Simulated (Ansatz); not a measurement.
Method: DFT PBE, scalar-relativistic, plane waves, PAW in Ansatz 0.2.0. Settings: cutoff 420 eV, Γ-centred meshes spaced at most about 0.3 Å⁻¹, and about 0.25 Å⁻¹ or finer for metals (2π included), Gaussian smearing. No spin polarisation in the final relaxations.

All energies are static (0 K, no zero-point motion). All come from trial cells, and lower structures may exist.

Question: Order these relaxed structures of Zr3TiC4 by energy, lowest first, with the energy over the lowest of them.
1.

```
Zr Ti C
1.0
     3.26885   -4.62152    0.00000
     3.26885    4.62152    0.00000
     0.00000    0.00000    3.27557
Zr Ti C
3 1 4
Direct
  0.00000 0.00000 0.00000
  0.00000 0.50000 0.50000
  0.50000 0.00000 0.50000
  0.50000 0.50000 0.00000
  0.25482 0.74518 0.00000
  0.74518 0.25482 0.00000
  0.25966 0.25966 0.50000
  0.74034 0.74034 0.50000
```

2.

```
Zr Ti C
1.0
     4.63134    0.00000    0.00000
     0.00000    4.63134    0.00000
     0.00000    0.00000    4.63134
Zr Ti C
3 1 4
Direct
  0.50000 0.00000 0.50000
  0.00000 0.50000 0.50000
  0.50000 0.50000 0.00000
  0.00000 0.00000 0.00000
  0.50000 0.50000 0.50000
  0.00000 0.50000 0.00000
  0.50000 0.00000 0.00000
  0.00000 0.00000 0.50000
```

Answer: 1 (0 meV/atom), 2 (13 meV/atom). Forms: 1 Zr and Ti ordered on rock salt sites, Cmmm; 2 Zr and Ti ordered on rock salt sites, Pm-3m. Counting C atoms around Ti and Zr (those within 1.25 times the shortest such distance or 1.15 times the sum of covalent radii): cell 1 has Zr 6, Ti 6; cell 2 has Zr 6, Ti 6.

The k mesh leaves some 4 meV/atom of noise in the energy of each metallic cell. With atoms moved at random, Cmmm came back. Other cells relaxed within their symmetry can be saddle points. Some structure types and database cells were kept out of the candidates from the start, so a known form may be missing.
